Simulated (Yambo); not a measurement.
Yambo run on CaO (rock salt, space group Fm-3m, No. 225). The wavefunctions are PBEsol (Quantum ESPRESSO, PseudoDojo norm-conserving, 84 Ry, no spin-orbit coupling) ones on a 6×6×6 mesh (8 occupied bands); a = b = c = 3.3679 Å, α = β = γ = 60.00°.

Yambo input:

```
rim_cut
HF_and_locXC
RandQpts= 10000
RandGvec= 1 Ry
EXXRLvcs= 84 Ry
VXCRLvcs= 336 Ry
% QPkrange
 1 | 1 | 8 | 8 |
 13 | 13 | 8 | 9 |
%
```

k points by index: 1 = Γ, 13 = X.

Resulting energies as the program prints them:

```
#    K-point    Band    Eo [eV]    Ehf [eV]    Vxc [eV]    Vnlxc [eV]
#
    1    8    0.000000    -5.137051    -19.25667    -24.39373
    13    8    -0.370442    -5.639866    -18.83502    -24.10445
    13    9    3.549262    9.223311    -11.60160    -5.927549
```
Exchange alone, without screening.

Geometry relaxed with PBEsol.
